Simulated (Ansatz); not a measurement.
## Structure optimisation: cobalt, beta-Sn type

The calculation used DFT, BLYP, plane waves (420 eV) with PAW, scalar-relativistic in Ansatz. (PAW data from PBE, frozen cores regenerated.)

k-point mesh 15×15×10, Fermi-Dirac smearing 0.05 eV, starting moments 1.70, -1.70 μB. Cell and atoms relax.

Starting structure:

```
CELL_PARAMETERS angstrom
-2.19998 2.19998 1.20119
2.19998 -2.19998 1.20119
2.19998 2.19998 -1.20119
ATOMIC_POSITIONS crystal
Co 0.00000 0.00000 0.00000
Co 0.75000 0.25000 0.50000
```

Question: The pressure at the start is 15.4 GPa. By how much does the volume change?

Answer: From 11.63 to 11.36 Å³ per atom, -2.3 %. The final cell has a = 2.532 Å, c = 4.091 Å (c/a = 1.616).

The cell has left the beta-Sn structure type; it ends in P6_3/mmc.

Question: How much energy does the relaxation gain?

Answer: 479.7 meV per atom.

Path of the relaxation (the plane waves are chosen anew near the end, which can shift the energy a little):

```json
{"step": "0", "E − E(final) (meV/atom)": "479.70", "V (Å³/atom)": "11.627", "P (GPa)": "15.41", "max force (eV/Å)": "0.001"}
{"step": "1", "E − E(final) (meV/atom)": "443.02", "V (Å³/atom)": "12.144", "P (GPa)": "6.66", "max force (eV/Å)": "0.000"}
{"step": "2", "E − E(final) (meV/atom)": "431.40", "V (Å³/atom)": "12.578", "P (GPa)": "0.60", "max force (eV/Å)": "0.001"}
{"step": "3", "E − E(final) (meV/atom)": "430.78", "V (Å³/atom)": "12.640", "P (GPa)": "-0.18", "max force (eV/Å)": "0.001"}
{"step": "4", "E − E(final) (meV/atom)": "430.32", "V (Å³/atom)": "12.652", "P (GPa)": "-0.35", "max force (eV/Å)": "0.001"}
{"step": "5", "E − E(final) (meV/atom)": "424.43", "V (Å³/atom)": "12.645", "P (GPa)": "-1.08", "max force (eV/Å)": "0.001"}
{"step": "6", "E − E(final) (meV/atom)": "405.68", "V (Å³/atom)": "12.493", "P (GPa)": "-2.54", "max force (eV/Å)": "0.001"}
{"step": "7", "E − E(final) (meV/atom)": "382.59", "V (Å³/atom)": "12.320", "P (GPa)": "-1.51", "max force (eV/Å)": "0.000"}
{"step": "8", "E − E(final) (meV/atom)": "362.04", "V (Å³/atom)": "12.156", "P (GPa)": "-0.71", "max force (eV/Å)": "0.000"}
{"step": "9", "E − E(final) (meV/atom)": "331.38", "V (Å³/atom)": "11.951", "P (GPa)": "-1.17", "max force (eV/Å)": "0.001"}
{"step": "10", "E − E(final) (meV/atom)": "296.49", "V (Å³/atom)": "11.534", "P (GPa)": "1.18", "max force (eV/Å)": "0.001"}
{"step": "11", "E − E(final) (meV/atom)": "279.87", "V (Å³/atom)": "11.407", "P (GPa)": "-4.08", "max force (eV/Å)": "0.000"}
{"step": "12", "E − E(final) (meV/atom)": "277.38", "V (Å³/atom)": "11.295", "P (GPa)": "-0.91", "max force (eV/Å)": "0.001"}
{"step": "13", "E − E(final) (meV/atom)": "277.14", "V (Å³/atom)": "11.264", "P (GPa)": "-0.05", "max force (eV/Å)": "0.002"}
{"step": "14", "E − E(final) (meV/atom)": "277.13", "V (Å³/atom)": "11.261", "P (GPa)": "0.01", "max force (eV/Å)": "0.001"}
{"step": "15", "E − E(final) (meV/atom)": "197.36", "V (Å³/atom)": "11.261", "P (GPa)": "10.23", "max force (eV/Å)": "0.001"}
{"step": "16", "E − E(final) (meV/atom)": "137.51", "V (Å³/atom)": "11.301", "P (GPa)": "6.50", "max force (eV/Å)": "0.004"}
{"step": "17", "E − E(final) (meV/atom)": "103.49", "V (Å³/atom)": "11.346", "P (GPa)": "3.45", "max force (eV/Å)": "0.000"}
{"step": "18", "E − E(final) (meV/atom)": "96.85", "V (Å³/atom)": "11.500", "P (GPa)": "0.00", "max force (eV/Å)": "0.017"}
{"step": "19", "E − E(final) (meV/atom)": "86.48", "V (Å³/atom)": "11.600", "P (GPa)": "-3.59", "max force (eV/Å)": "0.052"}
{"step": "20", "E − E(final) (meV/atom)": "71.25", "V (Å³/atom)": "11.562", "P (GPa)": "-6.65", "max force (eV/Å)": "0.057"}
{"step": "21", "E − E(final) (meV/atom)": "53.51", "V (Å³/atom)": "11.177", "P (GPa)": "-2.07", "max force (eV/Å)": "0.003"}
{"step": "22", "E − E(final) (meV/atom)": "52.14", "V (Å³/atom)": "11.137", "P (GPa)": "0.28", "max force (eV/Å)": "0.066"}
{"step": "23", "E − E(final) (meV/atom)": "49.39", "V (Å³/atom)": "11.132", "P (GPa)": "0.38", "max force (eV/Å)": "0.023"}
{"step": "24", "E − E(final) (meV/atom)": "49.28", "V (Å³/atom)": "11.153", "P (GPa)": "-0.14", "max force (eV/Å)": "0.003"}
```

The k-point mesh keeps fewer symmetry operations than the starting structure has, so the cell can leave it.

Question: Which magnetic state does it end in?

Answer: ferromagnetic, net 1.63 μB per atom; moments -1.70 ×2 μB.
